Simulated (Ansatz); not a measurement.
Bcc K (110), 1 layer, DFT, LDA, PAW with Ansatz's default frozen-core files, scalar-relativistic (Ansatz 0.2.0), on 1 thread of Arm Neoverse V1 (shared host).

Command: `ansatz run input.yaml --threads 1 --pin off --max-ram 3584MiB --backend cpu --events-out ev --progress --plain --runs-dir out`

```yaml
crystal:
  lattice:
    - [4.3720284699, 0.0, 0.0]
    - [-1.4573428233, 4.1219879715, 0.0]
    - [0.0, 0.0, 20.0]
  atoms:
    - { symbol: K, position: [0.0, 0.0, 0.5] }
kpoints:
  mp_grid: { grid: [8, 8, 1] }
scf:
  occupations: { method: fermi_dirac, width: 0.08 }
hamiltonian:
  xc: lda
  pseudopotentials: { kind: paw }
output:
  forces: true
  stress: true
  eigenvalues: true
  populations: true
efield:
  axis: 3
  amplitude: 0
  dipole_correction: true
```

Problem. How large is the problem that the program sets up?

Solution. 21 irreducible k-points, 7077 plane waves at Γ, 9 bands.

Problem. About how long does it take?

Solution. 8.5 s of wall time for 6 SCF iterations. Times on shared machines scatter by tens of per cent.
